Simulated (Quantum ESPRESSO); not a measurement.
# Band energies of InP

```
InP
1.0
    0.00000     2.94056     2.94056
    2.94056     0.00000     2.94056
    2.94056     2.94056     0.00000
P In
1 1
Cartesian
  4.41084   4.41084   4.41084
  0.00000   0.00000   0.00000
```

PBEsol (Quantum ESPRESSO, PseudoDojo norm-conserving, 70 Ry, with spin-orbit coupling); path ΓXWKΓLUWLK,UX; energies in eV from the valence-band maximum.

```
k (1/Å)  point  band 18  band 19  band 20  band 21  band 22  band 23  band 24  band 25
-------  -----  -------  -------  -------  -------  -------  -------  -------  -------
0.00         Γ     0.00     0.53     0.53     3.67     3.67     4.13     4.13     4.13
0.53              -1.40     2.35     2.35     3.00     3.00     6.14     6.14     6.37
1.07         X    -2.30     1.62     1.62     2.14     2.14     9.01     9.01     9.26
1.60         W    -2.88     4.17     4.17     4.26     4.29     5.28     5.53     6.03
1.73              -2.58     3.45     3.50     4.31     4.32     5.75     5.93     6.42
1.98         K    -1.96     2.22     2.22     4.26     4.28     7.30     7.34     7.43
2.29              -1.23     2.81     2.82     4.95     5.00     5.67     5.81     5.88
2.91              -0.09     1.50     1.53     3.75     3.84     4.13     4.17     4.47
3.11         Γ     0.00     0.53     0.53     3.67     3.67     4.13     4.13     4.13
3.42              -0.29     1.65     1.65     4.17     4.17     4.47     4.47     4.56
3.94              -0.92     1.36     1.36     4.62     4.62     4.79     4.79     6.85
4.04         L    -0.95     1.35     1.35     4.61     4.61     4.78     4.78     6.92
4.47              -1.62     2.52     2.53     4.68     4.71     6.24     6.27     6.55
4.69         U    -1.96     2.22     2.22     4.26     4.28     7.30     7.34     7.43
5.07         W    -2.88     4.17     4.17     4.26     4.29     5.28     5.53     6.03
5.54              -1.35     2.55     2.60     4.11     4.18     5.46     5.47     6.96
5.83         L    -0.95     1.35     1.35     4.61     4.61     4.78     4.78     6.92
5.99              -1.11     1.89     1.93     4.40     4.44     4.96     4.97     7.03
6.40              -1.86     2.32     2.33     4.60     4.61     6.90     6.99     7.08
6.48         K    -1.96     2.22     2.22     4.26     4.28     7.30     7.34     7.43
6.48         U    -1.96     2.22     2.22     4.26     4.28     7.30     7.34     7.43
6.86         X    -2.30     1.62     1.62     2.14     2.14     9.01     9.01     9.26
```

The PBEsol gap is direct, 0.53 eV at Γ.

Geometry relaxed with PBEsol.
